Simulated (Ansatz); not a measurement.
This run works on a generated trial structure, not on a known crystal.

Input and command of a plane-wave DFT calculation in Ansatz:

```yaml
crystal:
  lattice:
    - [3.0985754651, 0.0, 0.0]
    - [-1.5492877326, 2.6834450684, 0.0]
    - [0.0, 0.0, 14.3502309679]
  atoms:
    - { symbol: Zr, position: [0.0, 0.0, 0.5] }
    - { symbol: Cr, position: [0.6666666667, 0.3333333333, 0.0], spin: 2.08 }
    - { symbol: Au, position: [0.3333333333, 0.6666666667, 0.2102035459] }
    - { symbol: Au, position: [0.3333333333, 0.6666666667, 0.7897964541] }
    - { symbol: O, position: [0.3333333333, 0.6666666667, 0.5824651479] }
    - { symbol: O, position: [0.3333333333, 0.6666666667, 0.4175348521] }
    - { symbol: O, position: [0.3333333333, 0.6666666667, 0.0] }
basis:
  ecutwfc: 420
kpoints:
  mp_grid: { grid: [12, 12, 2] }
hamiltonian:
  xc: pbe
scf:
  occupations: { method: gaussian, width: 0.1 }
output:
  forces: true
  stress: true
  eigenvalues: true
  populations: true
magnetization:
  spin_polarized: true
relax:
  adjacent_minimum: "off"
  f_tol: 0.01
  max_steps: 80
  cell: { stress_tol: 0.05 }
```

```bash
ansatz run input.yaml --threads 1 --pin off --max-ram 2560MiB --backend cpu --events-out ev --progress --plain --runs-dir out
```

Processor: Arm Neoverse V1, 1 thread, on a host shared with other jobs.

Question: Estimate time, memory and problem size.

Answer: About 8.2 min, peak memory 0.63 GiB. It solves 51 bands at 38 k points (after reduction by symmetry) with about 2329 plane waves (on the last cell), in 91 SCF iterations over 7 ionic steps.
